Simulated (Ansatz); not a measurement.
A generator proposed this cell of SiGe₃Ru₂.

```
Si Ge Ru
1.0
     3.54096    0.00000    0.00000
     0.00000    3.54096    0.00000
     0.00000    0.00000    7.80080
Si Ge Ru
1 3 2
Direct
  0.00000 0.00000 0.00000
  0.50000 0.50000 0.00000
  0.00000 0.50000 0.37863
  0.50000 0.00000 0.62137
  0.00000 0.50000 0.73761
  0.50000 0.00000 0.26239
```

These are results of DFT PBE, scalar-relativistic, plane waves, PAW (Ansatz 0.2.0), not measurements. Settings: cutoff 420 eV, Γ-centred mesh 6×6×2 on the computed 6-atom cell, Gaussian smearing of 0.10 eV; no spin polarisation.

Energies over the elements count from the elements' standard structures at the same level, with no fitted energy shifts.

Task: Estimate its pressure, forces and energy as it stands.

Result: The pressure is -8.8 GPa (the mean over three directions, positive in compression), the largest force is 1.84 eV/Å, and the energy is +0.04 eV/atom against the elements. The shortest distance is 2.50 Å.

Task: Is it a good guess?

Result: A fair one: relaxing gains about 0.18 eV/atom (the start's value is from the coarse mesh, so the gain is rough) in 13 ionic steps and ends at −0.14 eV/atom on the finer mesh. The symmetry stays P-4m2 (No. 115). The volume per atom shrinks by 4.3 %, from 16.3 to 15.6 Å³. The shortest distance goes from 2.50 Å (Si–Ge) to 2.47 Å (Ge–Ru and Si–Ru). Conventional cell: a = 3.611 Å, c = 7.176 Å. Si is surrounded by 4 Ru at 2.47 Å, 4 Ge at 2.55 Å and 4 Ge at 3.31 Å; Ge on a site of symmetry -4m2 has 4 Ru at 2.47 Å, 4 Si at 2.55 Å and 4 Ge at 3.31 Å; Ru is surrounded by 2 Ge at 2.47 Å, 2 Si at 2.47 Å and 5 Ge at 2.73–2.78 Å; 1 more site not described.

The last run used a 10×10×6 mesh (in the run's order of axes) for its 6-atom cell and Gaussian smearing of 0.10 eV. The relaxation can't lower the symmetry of the start, and the grade says only how near the guess is to its own end. Symmetry constrained the relaxation, so the result can be a saddle point.
